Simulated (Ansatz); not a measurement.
Cu (Cmcm), stationary points along a deformation path

These are results of DFT PBEsol, scalar-relativistic, plane waves, PAW in Ansatz 0.2.0, not measurements. The runs took a 420 eV cutoff, a Γ-centred 22×22×22 mesh and Gaussian smearing (0.15 eV). No spin polarisation. Energies are free energies at this smearing, counted from the undisturbed cell; pressure is positive in compression.

Reference structure (as given, not relaxed at this level; it stands at -1.5 GPa; this form isn't the usual structure):

```
CELL_PARAMETERS angstrom
1.21846 -3.97638 0.00000
1.21846 3.97638 0.00000
0.00000 0.00000 2.47550
ATOMIC_POSITIONS crystal
Cu 0.13387 0.86613 0.25000
Cu 0.86613 0.13387 0.75000
```

At fixed volume and fractional coordinates, lengths along (0.000, 0.000, 1.000) are scaled against those across it; ρ is that ratio over its starting value. V = 11.994 Å³/atom. Δσ is the stress along the axis less the mean stress across it (compression positive).

```csv
ρ,ΔE (meV/atom),Δσ (GPa),space group
0.800,352.0,74.79,Cmcm
0.850,169.3,47.15,Cmcm
0.920,39.1,20.15,Cmcm
0.960,8.7,8.83,Cmcm
1.000,0.0,0.12,Cmcm
1.050,9.9,-8.02,Cmcm
1.100,36.1,-14.19,Cmcm
1.200,114.4,-21.62,Cmcm
1.300,210.0,-26.50,Cmcm
```

**Question.** How does the stress give the slope of the energy, and where is the energy stationary?

**Answer.** Along the path d ln(length) is 2/3 d ln ρ on the axis and −1/3 d ln ρ across it, so dE/d ln ρ = −(2/3) V Δσ: the energy falls with ρ where Δσ is positive. Δσ vanishes or changes sign between ρ = 1.000 and 1.050, a minimum (near 1.00 by linear interpolation). Pairs of stationary points between two samples would go unseen, and could change a minimum read from distant neighbours into a maximum.

**Question.** Integrate that slope from ρ = 1 to 1.200 by the trapezoid rule.

**Answer.** With V/N in Å³ and 1 eV/Å³ = 160.2 GPa the slopes at ρ = 1.000, 1.050, 1.100, 1.200 are -6, 400, 708, 1079 meV/atom per unit of ln ρ. The steps add 9.6 + 25.8 + 77.7 = 113.1 meV/atom, against 114.4 from the energies; the trapezoid rule misses the curvature of the slope within each step.

Forces appear on the atoms along this scan, and letting them relax would lower the energy and soften the response. In a metal these slopes depend on the k mesh and the smearing.